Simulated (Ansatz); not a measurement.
Si2Mo:
Space group Fddd, origin choice 1 (No. 70); a = 4.6082 Å, b = 8.0604 Å, c = 8.7558 Å, α = 90.00°, β = 90.00°, γ = 90.00°

```csv
atom,site,symmetry,x,y,z
Si,16f,.2.,0.0000,0.3366,0.0000
Mo,8a,222,0.0000,0.0000,0.0000
```
(The calculation used a cell of 6 atoms; values per cell refer to that cell.)

This is the PBE-relaxed structure.

### Question
All from the program Ansatz at the PBE level (PAW), unless another level is named. Predict the electronic character.

### Answer
metallic (no gap).

### Question
Give the density of states at the Fermi level.

### Answer
0.12 states/eV per atom (mean over ±0.08 eV).

### Question
Predict the formation energy from the elements (no fitted shifts).

### Answer
-0.42 eV/atom.

The cell is a constructed one: a structure type filled with these elements; neither database checked (COD, Materials Project) lists it. It is not the phase usual at ambient conditions (space group No. 139). The cell was relaxed with PBE under the symmetry of its start; its stability against distortions is not shown here. The run is not spin-polarised. The references are the lowest solids computed at this level, not always the standard phases. Spin–orbit coupling is left out wherever it is not named.

Potentials: the later of the program's two PAW sets.
